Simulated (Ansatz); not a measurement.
KTaO3:
```cif
data_KO3Ta
_chemical_formula_sum 'K1 Ta1 O3'
_space_group_name_H-M_alt 'Pm-3m'
_space_group_IT_number 221
_space_group_name_Hall '-P 4 2 3'
_cell_length_a 3.99013
_cell_length_b 3.99013
_cell_length_c 3.99013
_cell_angle_alpha 90.000
_cell_angle_beta 90.000
_cell_angle_gamma 90.000
loop_
_atom_site_label
_atom_site_type_symbol
_atom_site_symmetry_multiplicity
_atom_site_Wyckoff_symbol
_atom_site_fract_x
_atom_site_fract_y
_atom_site_fract_z
_atom_site_occupancy
K1 K 1 a 0.00000 0.00000 0.00000 1
Ta1 Ta 1 b 0.50000 0.50000 0.50000 1
O1 O 3 c 0.00000 0.50000 0.50000 1
```

Relaxed with r²SCAN.

**Question.** Decompose the optical modes at the zone centre into irreducible representations, and say which are infrared and Raman allowed.

**Answer.** Point group m-3m: Γ_opt = 3T1u + T2u. Infrared: T1u. Raman: none.

**Question.** Assign frequencies (DFPT, the program Ansatz at the r²SCAN level (PAW); without the LO–TO term).

**Answer.** T1u 26i, T1u 191, T2u 272, T1u 531 cm⁻¹.

The cell was relaxed with r²SCAN under the symmetry of its start; phonons on a q-mesh show weakly imaginary modes. The run is not spin-polarised. Spin–orbit coupling is left out wherever it is not named.

Potentials: the later of the program's two PAW sets.
